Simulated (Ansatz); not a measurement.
Mg2Ge:
Space group Fm-3m (No. 225); a = b = c = 6.4209 Å, α = β = γ = 90.00°

| atom | site | symmetry | x | y | z |
|---|---|---|---|---|---|
| Mg | 8c | -43m | 0.2500 | 0.2500 | 0.2500 |
| Ge | 4a | m-3m | 0.0000 | 0.0000 | 0.0000 |
(The calculation used a cell of 3 atoms; values per cell refer to that cell.)

Relaxed with PBE. Independent-particle spectrum: no excitons, no local fields, no scissors shift; 0.1 eV broadening; ε₁ of the summed bands alone.

**Question.** Tabulate the dielectric function from PBE (plane waves, PAW; program Ansatz).

**Answer.** 

```csv
E (eV),ε₁ xx,ε₂ xx
0.0,18.13,0.00
0.3,18.39,0.00
0.6,19.23,0.00
0.9,21.12,0.12
1.2,23.67,1.16
1.5,29.08,2.02
1.8,33.34,18.12
2.1,29.91,16.92
2.4,39.47,38.30
2.7,-2.73,62.84
3.0,-18.33,25.41
3.3,-7.28,18.92
3.6,-13.63,16.79
3.9,-11.91,11.58
4.2,-10.39,8.02
4.5,-8.16,6.51
4.8,-7.78,5.92
5.1,-7.24,4.23
5.4,-6.23,3.11
5.7,-5.30,2.56
6.0,-4.70,2.19
6.3,-4.28,1.76
6.6,-3.74,1.28
6.9,-3.21,1.10
7.2,-2.85,0.95
7.5,-2.53,0.80
7.8,-2.26,0.66
8.1,-1.98,0.51
8.4,-1.72,0.42
8.7,-1.48,0.37
9.0,-1.29,0.32
9.3,-1.12,0.27
9.6,-0.95,0.24
9.9,-0.81,0.23
10.2,-0.69,0.21
10.5,-0.58,0.20
10.8,-0.48,0.18
11.1,-0.39,0.18
11.4,-0.31,0.17
11.7,-0.24,0.16
12.0,-0.18,0.14
```

**Question.** From ε at 2.4 eV (xx: 39.47 + 38.30i), find n, k, the normal reflectivity and the absorption coefficient.

**Answer.** n = 6.87, k = 2.786, R = 61 %, α = 2kE/ħc = 680000 cm⁻¹.

With all bands, ε∞ without local fields is 18.2.

Symmetry was held in the PBE relaxation; of distortions, only those at the zone centre were tested. Spin–orbit coupling is left out wherever it is not named.

Potentials: the later of the program's two PAW sets.
